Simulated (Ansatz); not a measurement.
**Notes on H$_{2}$SO$_{4}$**

```
S O H
1.0
     0.00000    4.75557    0.00000
     4.14239   -2.37779    0.00000
    -0.97972    2.37779   -8.07433
S O H
2 8 4
Direct
  0.07450 0.75000 0.75000
  0.92550 0.25000 0.25000
  0.75852 0.50352 0.82208
  0.07708 0.99648 0.67792
  0.24148 0.49648 0.17792
  0.92292 0.00352 0.32208
  0.28250 0.90760 0.88920
  0.26410 0.59240 0.61080
  0.71750 0.09240 0.11080
  0.73590 0.40760 0.38920
  0.47842 0.11469 0.86377
  0.22750 0.38531 0.63623
  0.52158 0.88531 0.13623
  0.77250 0.61469 0.36377
```

Method: r2SCAN, no spin polarisation; PAW, plane waves to 500 eV, 5×5×5 Γ-centred mesh, fermi-dirac occupations (width 0.1 eV) (Ansatz 0.2.0), atoms fixed.

(1) Is there a gap, and of what kind?

(2) What does the stress say?

(3) Which atom feels the largest force, and which way?

(4) How is the charge shared?

Origin: a database entry at a rescaled volume.

## Answers

(1) The gap is 6.80 eV, indirect (the least direct gap found is 7.06 eV). A semilocal functional usually gives too small a gap.

(2) The pressure is -2.3 GPa (compression positive), so with the atoms held at these fractions the cell would first shrink; the forces are large, so a full relaxation may end otherwise. The principal stresses -3.2, -2.4, -1.4 GPa differ, so its shape would change too.

(3) The largest is on O3 (and as large on other atoms): 0.94 eV/Å, components (0.69, 0.53, 0.35). It makes 4° with the line to a nearest neighbour, S1 at 1.44 Å, pointing towards it.

(4) Bader charges in e: H +0.68, S +4.00, O -1.38 to -1.30. In the mean S gives up most and O takes most.
